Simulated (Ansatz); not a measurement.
Zr (diamond, Fd-3m) under volume change, the program Ansatz at the PBE level (PAW), scaled uniformly.

| V (Å³/atom) | E − E(relaxed) (meV/atom) | P (GPa) |
|---|---|---|
| 28.125 | 32.3 | 3.91 |
| 29.052 | 13.9 | 2.46 |
| 29.979 | 3.4 | 1.19 |
| 30.906 | 0.0 | 0.00 |
| 31.833 | 3.2 | -1.10 |
| 32.761 | 12.4 | -2.03 |
| 33.688 | 26.3 | -2.77 |

What does a third-order Birch–Murnaghan fit give for V₀, B₀ and B′?

V₀ = 30.89 Å³/atom, B₀ = 36.8 GPa, B′ = 2.8.

The start of the workflow was typed in or built on a structure type; neither database checked (COD, Materials Project) lists it. It is not the phase usual at ambient conditions (space group No. 194). Symmetry was held in the PBE relaxation; whether a distortion lowers the energy is not shown. No spin polarisation was allowed. The volume moved by -16 % from the start of the relaxation.

Potentials: the later of the program's two PAW sets.
